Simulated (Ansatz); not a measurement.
A geometry of Ni away from equilibrium: the start of the relaxation of a generated cell, Ni placed in the AFLOW prototype A_mP4_4_2a (as in Te). Level of theory: r2SCAN (plane waves to 500 eV, PAW, scalar-relativistic; Ansatz, a quantum-chemistry and plane-wave program). Γ-centred k-mesh 14×6×9 on the run's cell (coarser than for final values), Fermi–Dirac smearing 0.05 eV.

```xyz
4
Lattice="2.2743 0.0000 0.0000 0.0000 5.5047 0.0000 -0.1649 0.0000 3.4837" Properties=species:S:1:pos:R:3 pbc="T T T"
Ni     0.4894     4.0185     1.6722
Ni     1.6200     1.2661     1.8115
Ni     1.0884     2.7524     0.0697
Ni     1.0210     0.0000     3.4141
```
Spin-polarised start, with parallel moments on Ni.

**Question.** Which atoms carry the largest force, and which way does it point?

**Answer.** 2.20 eV/Å, on Ni1, Ni2 (atoms numbered as listed); on Ni1 its components are (-1.77, 0.91, 0.94).

**Question.** What is the pressure?

**Answer.** +13.2 GPa, compression positive.

**Question.** How much energy per atom can still be gained by relaxing?

**Answer.** 0.54 eV/atom; the path ends in Fm-3m (No. 225) (fcc (Cu type)).

Spin state reached: ferromagnetic (net 0.74 μB/atom), from parallel starting moments; other spin orders were not run from this start. r2SCAN tends to overstate moments in metals.

The run could not lose the symmetry of its start; a randomly shaken copy of 2 atoms returns to this structure.
